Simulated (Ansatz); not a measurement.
A plane-wave DFT run in Ansatz 0.2.0 (scalar-relativistic PAW potentials unless the input names others): input and command.

```yaml
crystal:
  lattice:
    - [3.5862871595, 0.0, 0.0]
    - [-1.7931435797, 3.1058157854, 0.0]
    - [0.0, 0.0, 7.0397023249]
  atoms:
    - { symbol: Zn, position: [0.3333333333, 0.6666666667, 0.0] }
    - { symbol: Zn, position: [0.6666666667, 0.3333333333, 0.5] }
    - { symbol: S, position: [0.3333333333, 0.6666666667, 0.385] }
    - { symbol: S, position: [0.6666666667, 0.3333333333, 0.885] }
basis:
  ecutwfc: 420
kpoints:
  mp_grid: { grid: [12, 12, 6] }
hamiltonian:
  xc: pbe
scf:
  occupations: { method: gaussian, width: 0.05 }
  max_iter: 100
output:
  forces: true
  EIGENVALUES: true
  stress: true
```

```bash
ansatz run input.yaml --threads 1 --pin off --max-ram 2560MiB --backend cpu --events-out ev --progress --plain --runs-dir out
```

What is wrong with this input?

The program refuses it, because of a misspelt key (the key output.eigenvalues typed as EIGENVALUES). With the key spelt rightly it is accepted.

Abridged log:
```
Error: YAML parse error: error: line 22 column 3: unknown field `EIGENVALUES`, expected one of write_density, write_potential, write_potential_components, volumetric_format, write_bands, fatbands, populations, hubbard, elf, band_densities, bader, dos, optics, efg, charged_corrections, wannier, polarization, topological_invariants, transmission, current_voltage, crpa, pair_interaction, rpa_energy, embedding, core_levels, xc_energy_on_converged_density, boltztrap, local_orbitals, orbitals, eigenstates, states_by_energy, atomic_orbital_hamiltonian, active_space, given_orbital_levels, support_matr ...
  --> <input>:22:3
   |
20 | output:
21 |   forces: true
22 |   EIGENVALUES: true
   |   ^ unknown field `EIGENVALUES`, expected one of write_density, write_potential, write_potential_components, volumetric_format, write_bands, fatbands, populations, hubbard, elf, band_densities, bader, dos, optics, efg, charged_corrections, wannier, polarization, topological_invariants, transmission, current_voltage, crpa, pair_interaction, rpa_energy, embedding, core_levels, xc_energy_on_converged_density, boltztrap, local_orbitals, orbitals, eigenstates, states_by_energy, atomic_orbital_hamiltonian, active_space, given_orbital_levels, support_matrices, forces, stress, cutoff_correction,  ...
23 |   stress: true
   |
```